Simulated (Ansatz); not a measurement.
Consider the following.

Ga₂S₃:
```xyz
10
Lattice="5.6268 3.2289 0.0000 -5.6268 3.2289 0.0000 -3.6444 0.0000 6.0465" Properties=species:S:1:pos:R:3 pbc="T T T"
Ga     1.9545     3.6574     2.3008
Ga     0.1323     2.8003     5.3240
Ga    -1.8468     3.8588     2.2413
Ga    -3.6690     2.5989     5.2645
S     -0.0121     2.6668     3.0078
S     -1.8343     3.7910     6.0310
S     -3.7233     2.6664     2.9504
S     -5.5455     3.7913     5.9737
S     -0.0639     0.5761     0.0869
S     -1.8861     5.8816     3.1101
```

This is the r²SCAN-relaxed structure. Tensor components refer to the Cartesian frame of this cell.

All from plane-wave PAW r²SCAN (Ansatz code), unless another level is named. Estimate the Poisson's ratio.

0.21.

Give the piezoelectric stress constants (proper, relaxed ions, C/m²).

e11 = 0.16, e12 = 0.06, e13 = -0.09, e15 = 0.08, e24 = 0.12, e26 = 0.02, e31 = -0.11, e32 = -0.16, e33 = 0.11, e35 = -0.08.

What about the elastic constants (relaxed ions, GPa)?

C11 = 59.7, C22 = 64.6, C33 = 113, C12 = 19.2, C13 = 16.8, C23 = 21.8, C44 = 27.4, C55 = 26.4, C66 = 23.5, C15 = -4.6, C25 = -0.4, C35 = -6.5, C46 = -2.1.

Space group Cc. The first step of the workflow began from a Materials Project structure, measured or hypothetical; the Crystallography Open Database files this formula in space group No. 9, but the cells were not matched. Its standing as an ambient phase is unchecked. Symmetry was held in the r²SCAN relaxation; its stability against distortions is not shown here. Signs of piezoelectric constants follow the polarity of the cell as given.

Potentials: the later of the program's two PAW sets.
